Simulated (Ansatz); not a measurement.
CaIn₂ in space group P6_3/mmc (No. 194; Ca on 2b, In on 4f), the program Ansatz at the PBE level (PAW), all energies at zero smearing, with the estimated change up to a 700 eV cutoff added, with one set of potentials and settings (totals compare only within such a set). Cell of 6 atoms (2 Ca, 4 In): -26027.795 eV.

| element | reference phase | E (eV/atom) |
|---|---|---|
| Ca | Fm-3m, 1 atoms in the cell | -1816.8597 |
| In | I4/mmm, 1 atoms in the cell | -5597.8481 |

Formation energy per atom, worked out: (-26027.795 − 2×(-1816.8597) − 4×(-5597.8481))/6 = -0.447 eV/atom (-43 kJ per mol of atoms), at 0 K, without zero-point energy or fitted corrections.

The first step of the workflow began from a Materials Project structure, measured or hypothetical; the Crystallography Open Database copy checked does not list it. Its standing as an ambient phase is unchecked. Symmetry was held in the PBE relaxation; its stability against distortions is not shown here. The references are the lowest solids computed at this level, not always the standard phases.

Potentials: the later of the program's two PAW sets.
